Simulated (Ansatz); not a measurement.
Input:

TiRh:
```xyz
2
Lattice="2.9488 0.0000 0.0000 0.0000 2.9488 0.0000 0.0000 0.0000 3.3845" Properties=species:S:1:pos:R:3 pbc="T T T"
Ti     1.4744     1.4744     1.6923
Rh     0.0000     0.0000     0.0000
```

This is the r²SCAN-relaxed structure.

Task: All from r²SCAN (plane waves, PAW; program Ansatz), unless another level is named. Predict the density of states at the Fermi level.

Result: 1.3 states/eV per atom (mean over ±0.08 eV).

Task: Next, the formation energy from the elements (no fitted shifts)?

Result: -788 meV/atom.

Space group P4/mmm (L1₀ or tetragonal B2). The workflow started from a Materials Project entry (that database holds measured and hypothetical structures alike); the Crystallography Open Database files this formula in space group No. 123, but the cells were not matched. Whether it is the stable phase at ambient conditions was not checked. The r²SCAN relaxation kept the symmetry of its start; its stability against distortions is not shown here. No spin polarisation was allowed. The references are the lowest solids computed at this level, not always the standard phases. Spin–orbit coupling is left out wherever it is not named.

Potentials: the later of the program's two PAW sets.
